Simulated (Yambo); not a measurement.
G0W0@PBEsol for K$_{2}$BrCl$_{6}$F (space group Fm-3m, No. 225) in Yambo. Reference settings: 2×2×2 Γ-centred k mesh, 364 bands and a 7 Ry block in the screening, 364 bands in G with the Bruneval-Gonze terminator, plasmon pole fitted at 27.2 eV. The PBEsol gap L → L on this mesh is 0.90 eV; G0W0 gaps are taken between the same points.

The settings were changed. The gap went from 1.57 eV to 1.54 eV, and the shift of the valence edge from -0.28 eV to -0.12 eV.

What was changed between the two runs?
A) 166 bands in W
B) 134 bands in W, 134 bands in G
C) no terminator
D) 134 bands in G

C, no terminator. The others gave (gap, valence shift): 166 bands in W: 1.63, -0.19 eV; 134 bands in G: 1.60, -0.24 eV; 134 bands in W, 134 bands in G: 1.69, -0.13 eV.

Spin-orbit coupling is not included.

Geometry of the Materials Project entry, not relaxed at this level; primitive cell a = b = c = 7.1587 Å, α = β = γ = 60.00°.

The structure is a Materials Project entry; no match was found in the copy of COD used, and its stability was not checked.

A shift is the quasiparticle energy of the state minus its PBEsol energy.
